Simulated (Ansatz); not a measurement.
Geometry optimisation in Ansatz: input, command and trajectory.

```yaml
crystal:
  lattice:
    - [4.0136905074, 0.0, 0.0]
    - [-2.0068452537, 3.4759579423, 0.0]
    - [0.0, 0.0, 16.8212456985]
  atoms:
    - { symbol: Ti, position: [0.0, 0.0, 0.5] }
    - { symbol: Ta, position: [0.0, 1.0, 0.0] }
    - { symbol: Te, position: [0.6666666667, 0.3333333333, 0.9019524295] }
    - { symbol: Te, position: [0.6666666667, 0.3333333333, 0.4036856538] }
    - { symbol: Te, position: [0.3333333333, 0.6666666667, 0.5963143462] }
    - { symbol: Te, position: [0.3333333333, 0.6666666667, 0.0980475705] }
    - { symbol: K, position: [0.0, 0.0, 0.7483844641] }
    - { symbol: K, position: [0.0, 0.0, 0.2516155359] }
basis:
  ecutwfc: 500
kpoints:
  mp_grid: { grid: [12, 12, 2] }
hamiltonian:
  xc: r2scan
scf:
  occupations: { method: gaussian, width: 0.1 }
output:
  forces: true
  stress: true
  eigenvalues: true
relax:
  adjacent_minimum: "off"
  f_tol: 0.025
  max_steps: 70
  cell: { stress_tol: 0.12 }
```

```bash
ansatz run input.yaml --threads 2 --pin off --max-ram 5120MiB --backend cpu --events-out ev --progress --plain --runs-dir out
```

Theory: DFT r2SCAN, scalar-relativistic, plane waves, PAW (Ansatz 0.2.0).

Of 4 frames 3 are shown, positions in Å and forces in eV/Å; the SCF threshold varies from step to step. Steps run on the plane waves of an earlier cell, with a Pulay correction in the pressure. The basis is chosen afresh for the last frame, the zero of the energies, and at times for earlier ones too; energy and pressure can step there, also at an unchanged geometry. Where two frames share a geometry here, they differ by under 2 meV/atom and 0.3 GPa.

```xyz
8
Lattice="4.0137 0.0000 0.0000 -2.0068 3.4760 0.0000 0.0000 0.0000 16.8212" Properties=species:S:1:pos:R:3:forces:R:3 pbc="T T T" step=1 free_energy_over_end_meV_per_atom=0.08 pressure_GPa=0.00
Ti    0.0000    0.0000    8.4106    0.0000    0.0000    0.0000
Ta   -2.0068    3.4760    0.0000    0.0000    0.0000    0.0000
Te    2.0068    1.1587   15.1720    0.0000    0.0000    0.0288
Te    2.0068    1.1587    6.7905    0.0000    0.0000   -0.0316
Te    0.0000    2.3173   10.0307    0.0000    0.0000    0.0316
Te    0.0000    2.3173    1.6493    0.0000    0.0000   -0.0288
K     0.0000    0.0000   12.5888    0.0000    0.0000   -0.0399
K     0.0000    0.0000    4.2325    0.0000    0.0000    0.0399
8
Lattice="4.0146 0.0000 0.0000 -2.0073 3.4767 0.0000 0.0000 0.0000 16.8140" Properties=species:S:1:pos:R:3:forces:R:3 pbc="T T T" step=2 free_energy_over_end_meV_per_atom=0.03 pressure_GPa=0.02
Ti    0.0000    0.0000    8.4070    0.0000    0.0000    0.0000
Ta   -2.0073    3.4767    0.0000    0.0000    0.0000    0.0000
Te    2.0073    1.1589   15.1699    0.0000    0.0000   -0.0312
Te    2.0073    1.1589    6.7827    0.0000    0.0000    0.0203
Te    0.0000    2.3178   10.0313    0.0000    0.0000   -0.0203
Te    0.0000    2.3178    1.6441    0.0000    0.0000    0.0312
K     0.0000    0.0000   12.5755    0.0000    0.0000   -0.0060
K     0.0000    0.0000    4.2385    0.0000    0.0000    0.0060
8
Lattice="4.0148 0.0000 0.0000 -2.0074 3.4769 0.0000 0.0000 0.0000 16.8135" Properties=species:S:1:pos:R:3:forces:R:3 pbc="T T T" step=4 free_energy_over_end_meV_per_atom=0.00 pressure_GPa=0.00
Ti    0.0000    0.0000    8.4067    0.0000    0.0000    0.0000
Ta   -2.0074    3.4769    0.0000    0.0000    0.0000    0.0000
Te    2.0074    1.1590   15.1661    0.0000    0.0000   -0.0007
Te    2.0074    1.1590    6.7855    0.0000    0.0000   -0.0007
Te    0.0000    2.3179   10.0279    0.0000    0.0000    0.0007
Te    0.0000    2.3179    1.6474    0.0000    0.0000    0.0007
K     0.0000    0.0000   12.5702    0.0000    0.0000   -0.0001
K     0.0000    0.0000    4.2433    0.0000    0.0000    0.0001
```

Time: 4.5 min on 2 threads of Intel(R) Xeon(R) Processor @ 2.50GHz (Skylake/Cascade Lake), with other jobs on the host, peak memory 1.3 GiB.

Spin–orbit coupling is left out, which can shift energies with elements as heavy as these. Spin polarisation was left out, and a magnetic state may lie lower.